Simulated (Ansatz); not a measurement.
Method: DFT PBE, scalar-relativistic, plane waves, PAW (Ansatz 0.2.0). Settings: cutoff 420 eV, Γ-centred meshes spaced at most about 0.3 Å⁻¹, and about 0.25 Å⁻¹ or finer for metals (2π included), Gaussian smearing. No spin polarisation in the final relaxations.

These are static total energies at zero pressure.

Two forms of Sc₃B₂Sb were relaxed alike.

1. Space group P4/mmm (No. 123), tetragonal, a = 4.914 Å, c = 4.694 Å. Sc on a site of symmetry mmm is surrounded by 2 B at 2.35 Å, 4 Sb at 3.40 Å and 8 Sc at 3.40–3.47 Å; Sc on a site of symmetry 4/mmm has 4 B at 2.46 Å; B is surrounded by 4 Sc at 2.35–2.46 Å and 2 Sb at 2.46 Å; Sb is surrounded by 4 B at 2.46 Å and 12 Sc at 3.40–3.47 Å.

2. Space group P4/mmm (No. 123), tetragonal, a = 3.022 Å, c = 10.886 Å. Sc on a site of symmetry 4mm is surrounded by 4 B at 2.53 Å, 5 Sc at 2.95–3.02 Å and 4 Sb at 3.29 Å; Sc on a site of symmetry 4/mmm is surrounded by 8 B at 2.66 Å and 6 Sc at 2.95–3.02 Å; B is surrounded by 8 Sc at 2.53–2.66 Å and 5 B at 3.02–3.18 Å; around Sb lie 4 Sb at 3.02 Å and 8 Sc at 3.29 Å.

Question: Which form is favoured at zero pressure, and by what margin per atom?

Answer: Cell 2 is lower, by 0.34 eV/atom. Cell 1 has space group P4/mmm (No. 123), 18.9 Å³/atom and no gap on its mesh; cell 2 has space group P4/mmm (No. 123), 16.6 Å³/atom and no gap. Counting B or Sc atoms around Sb (for each partner element, those within 1.25 times its shortest distance or 1.15 times the sum of covalent radii, where it is the nearest in units of that sum or under 1.3), cell 1 has Sb 16 and cell 2 has Sb 8. Cell 2 holds Sb–Sb nets (shortest 3.02 Å); in cell 1 the shortest Sb–Sb distance is 4.69 Å. The denser one is the lower, and pressure would at first widen the difference. Both come from invented guesses.

These runs have no spin–orbit coupling, which can matter for Sb. Cells relaxed within their symmetry can be saddle points.
